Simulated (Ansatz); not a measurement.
Given:

ZnGeP₂:
```cif
data_Ge2P4Zn2
_chemical_formula_sum 'Ge2 Zn2 P4'
_space_group_name_H-M_alt 'P 1'
_space_group_IT_number 1
_cell_length_a 6.53201
_cell_length_b 6.53201
_cell_length_c 6.53201
_cell_angle_alpha 131.421
_cell_angle_beta 131.421
_cell_angle_gamma 71.146
loop_
_space_group_symop_operation_xyz
  'x, y, z'
loop_
_atom_site_label
_atom_site_type_symbol
_atom_site_fract_x
_atom_site_fract_y
_atom_site_fract_z
_atom_site_occupancy
Ge1 Ge 0.50000 0.50000 0.00000 1
Ge2 Ge 0.25000 0.75000 0.50000 1
Zn1 Zn 0.00000 0.00000 0.00000 1
Zn2 Zn 0.75000 0.25000 0.50000 1
P1 P 0.37500 0.37537 0.50037 1
P2 P 0.62463 0.12500 0.99963 1
P3 P 0.87500 0.87463 0.49963 1
P4 P 0.12537 0.62500 0.00037 1
```

This is the LDA-relaxed structure.

**Question.** All from the program Ansatz at the LDA level (PAW), unless another level is named. Estimate the hole effective mass.

**Answer.** 0.099, 0.32, 0.32 mₑ (principal values).

**Question.** And the smallest direct gap on the standard path?

**Answer.** 1.18 eV.

**Question.** What about the valence-band maximum?

**Answer.** at Γ.

Space group I-42d (chalcopyrite). The LDA relaxation kept the symmetry of its start. Spin–orbit coupling is left out wherever it is not named.

Potentials: the later of the program's two PAW sets.
